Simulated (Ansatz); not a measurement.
Relaxation of a relaxed Pt cell displaced along its unstable phonon at q = Γ (34i cm⁻¹), largest move 0.15 Å; 2 atoms in the cell, which starts as C2/c (No. 15), mS4; a = 4.7699 Å, b = 2.7467 Å, c = 5.4090 Å, α = 90.00°, β = 116.16°, γ = 90.00°. Method: PBE (plane waves to 420 eV, PAW, scalar-relativistic; Ansatz, a first-principles code). Γ-centred k-mesh 14×14×14 on the run's cell (coarser than for final values), Fermi–Dirac smearing 0.05 eV. This is the first round of the run. 

The optimiser's lines from the output (shortened; P is positive under compression):

```
relax step   1: F+E_penalty+E_count = -25045.92165647 eV  Δ(F+E_penalty+E_count) = +0.000e0 eV  max|allowed force component| = 4.914e-2 eV/Å  Δτ_max = 0.0000 Å  P = -0.069 GPa  Ω = 31.803 Å³  (6 SCF iters, dr2 threshold 1.00e-7 eV, accepted)
relax step   2: F+E_penalty+E_count = -25045.95275379 eV  Δ(F+E_penalty+E_count) = -3.110e-2 eV  max|allowed force component| = 1.344e-1 eV/Å  Δτ_max = 0.0527 Å  P = +0.736 GPa  Ω = 31.547 Å³  (6 SCF iters, dr2 threshold 2.00e-7 eV, accepted)
relax step   3: F+E_penalty+E_count = -25046.00714485 eV  Δ(F+E_penalty+E_count) = -5.439e-2 eV  max|allowed force component| = 1.237e-1 eV/Å  Δτ_max = 0.0892 Å  P = -0.499 GPa  Ω = 31.506 Å³  (6 SCF iters, dr2 threshold 2.00e-7 eV, accepted)
relax step   4: F+E_penalty+E_count = -25046.04209252 eV  Δ(F+E_penalty+E_count) = -3.495e-2 eV  max|allowed force component| = 5.631e-2 eV/Å  Δτ_max = 0.0637 Å  P = +2.688 GPa  Ω = 30.978 Å³  (6 SCF iters, dr2 threshold 2.00e-7 eV, accepted)
relax step   5: F+E_penalty+E_count = -25046.03809413 eV  Δ(F+E_penalty+E_count) = +3.998e-3 eV  max|allowed force component| = 1.791e-1 eV/Å  Δτ_max = 0.0161 Å  P = -3.315 GPa  Ω = 31.736 Å³  (6 SCF iters, dr2 threshold 2.00e-7 eV, rejected (line search))
relax step   6: F+E_penalty+E_count = -25046.05049117 eV  Δ(F+E_penalty+E_count) = -8.399e-3 eV  max|allowed force component| = 3.762e-2 eV/Å  Δτ_max = 0.0192 Å  P = -0.511 GPa  Ω = 31.349 Å³  (9 SCF iters, accepted)
relax step   7: F+E_penalty+E_count = -25046.05108298 eV  Δ(F+E_penalty+E_count) = -5.918e-4 eV  max|allowed force component| = 5.070e-4 eV/Å  Δτ_max = 0.0068 Å  P = -0.002 GPa  Ω = 31.282 Å³  (6 SCF iters, dr2 threshold 2.00e-7 eV, accepted)
relax step   8: F+E_penalty+E_count = -25046.05114665 eV  Δ(F+E_penalty+E_count) = -6.367e-5 eV  max|allowed force component| = 5.027e-4 eV/Å  Δτ_max = 0.0000 Å  P = +0.021 GPa  Ω = 31.282 Å³  stress off target by 7.46e-2 GPa  SCF on the basis re-selected at this cell (its energy is not comparable with the rows above)  (6 SCF iters)
relax step   9: F+E_penalty+E_count = -25046.05114917 eV  Δ(F+E_penalty+E_count) = -2.527e-6 eV  max|allowed force component| = 2.196e-5 eV/Å  Δτ_max = 0.0001 Å  P = -0.000 GPa  Ω = 31.285 Å³  (6 SCF iters, dr2 threshold 1.39e-8 eV, accepted)
relax step  10: F+E_penalty+E_count = -25046.05114950 eV  Δ(F+E_penalty+E_count) = -3.261e-7 eV  max|allowed force component| = 2.476e-5 eV/Å  Δτ_max = 0.0000 Å  P = +0.000 GPa  Ω = 31.285 Å³  stress off target by 2.77e-3 GPa  SCF on the basis re-selected at this cell (its energy is not comparable with the rows above)  (7 SCF iters)
```

From the first to the last row the energy changes by -0.06 eV/atom and the volume by -1.6 %. The last row is marked as not comparable with the walk above it, whose basis was carried along; it does compare with step 1, since both stand on a basis selected at the nominal cutoff for their own cell.

Step 5 was rejected by the optimiser.

Later rounds, restarted from the end of this one on a renewed k-mesh, logged 4 more steps and released under 0.01 eV/atom more. The final structure after all rounds: Fm-3m (No. 225), cF4, fcc (Cu type); a = 3.9703 Å, b = 3.9703 Å, c = 3.9703 Å, α = 90.00°, β = 90.00°, γ = 90.00°. Between re-selections the logged energies stand on a plane-wave basis carried along with the cell. No spin polarisation in the result.

The run could not lose the symmetry of its start.

Of the parent cell (Fddd (No. 70)): it is a generated cell of Pt: the first start was made by placing the elements on the sites of a structure type, and the end was not matched to a known phase here, so it may be hypothetical. Known forms of Pt include space group No. 225.
